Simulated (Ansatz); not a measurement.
Values for one crystal, relaxed and computed with PBE (plane waves, PAW; program Ansatz); other levels are named.

- Volume per atom = 14.95 Å³
- Electronic character = metallic (no gap)
- Bulk modulus (Birch–Murnaghan fit) = 364 GPa
- Gap with spin–orbit coupling = none (metallic)
- Pressure derivative B′ = 4.4
- Density of states at the Fermi level = 0.73 states/eV per atom (mean over ±0.08 eV)

### Question
Which compound is it?
A. Re, P-6m2 (Pearson symbol hP8)
B. Sc, hcp (Mg type)
C. Mg, hcp (Mg type)
D. Zr, hcp (Mg type)

### Answer
A, Re, P-6m2 (Pearson symbol hP8)

The start of the workflow was typed in or built on a structure type; neither database checked (COD, Materials Project) lists it. It is not the phase usual at ambient conditions (space group No. 194). The cell was relaxed with PBE under the symmetry of its start; whether a distortion lowers the energy is not shown. The run is not spin-polarised. Spin–orbit coupling is left out wherever it is not named.

Potentials: the earlier of the program's two PAW sets.
